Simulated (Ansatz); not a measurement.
Given:

WO3:
```yaml
crystal:
  lattice:
    - [3.77653, 0.00000, 0.00000]
    - [0.00000, 3.77653, 0.00000]
    - [0.00000, 0.00000, 3.77653]
  atoms:
    - { symbol: W, position: [0.00000, 0.00000, 0.00000] }
    - { symbol: O, position: [0.00000, 0.00000, 0.50000] }
    - { symbol: O, position: [0.50000, 0.00000, 0.00000] }
    - { symbol: O, position: [0.00000, 0.50000, 0.00000] }
```

This is the LDA-relaxed structure.

Q: All from the program Ansatz at the LDA level (PAW), unless another level is named. Estimate the bulk modulus (Birch–Murnaghan fit).

A: 260 GPa.

Q: Next, the highest zone-centre frequency (without LO–TO term)?

A: 590 cm^-1.

Space group Pm-3m (ReO3 type). The first step of the workflow began from a Materials Project structure, measured or hypothetical; the Crystallography Open Database copy checked does not list it. COD files the formula under space group No. 2, 14, 62, 129, 130, 191. Whether it is the stable phase at ambient conditions was not checked. The LDA relaxation kept the symmetry of its start. At this level the phase is dynamically unstable (imaginary phonons). No spin polarisation was allowed. No Hubbard U is applied. Spin–orbit coupling is left out wherever it is not named.

Potentials: the earlier of the program's two PAW sets. The files were generated under PBE; for other functionals the program regenerates the frozen cores, and for LDA and PBEsol the local potential too.
